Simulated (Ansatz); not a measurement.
Input:

SiRh:
```cif
data_Rh4Si4
_chemical_formula_sum 'Si4 Rh4'
_space_group_name_H-M_alt 'P21/c'
_space_group_IT_number 14
_space_group_name_Hall '-P 2ybc'
_cell_length_a 4.57119
_cell_length_b 4.57076
_cell_length_c 5.53189
_cell_angle_alpha 90.000
_cell_angle_beta 116.090
_cell_angle_gamma 90.000
loop_
_atom_site_label
_atom_site_type_symbol
_atom_site_symmetry_multiplicity
_atom_site_Wyckoff_symbol
_atom_site_fract_x
_atom_site_fract_y
_atom_site_fract_z
_atom_site_occupancy
Si1 Si 4 e 0.20851 0.14806 0.43465 1
Rh1 Rh 4 e 0.30047 0.85414 0.11393 1
```

This is the PBEsol-relaxed structure.

All from the program Ansatz at the PBEsol level (PAW), unless another level is named. Predict the electronic character.

metallic (no gap).

And the formation energy from the elements (no fitted shifts)?

-0.89 eV/atom.

Predict the density of states at the Fermi level.

0.07 states/eV per atom (mean over ±0.08 eV).

Predict the gap with spin–orbit coupling.

none (metallic).

Space group P2_1/c. The first step of the workflow began from a Materials Project structure, measured or hypothetical; the Crystallography Open Database files this formula in space group No. 14, but the cells were not matched. Its standing as an ambient phase is unchecked. Symmetry was held in the PBEsol relaxation; whether a distortion lowers the energy is not shown. No spin polarisation was allowed. The references are the lowest solids computed at this level, not always the standard phases. Scalar-relativistic: spin–orbit coupling is off unless named, which matters more the heavier the elements.

Potentials: the earlier of the program's two PAW sets. The files were generated under PBE; for other functionals the program regenerates the frozen cores, and for LDA and PBEsol the local potential too.
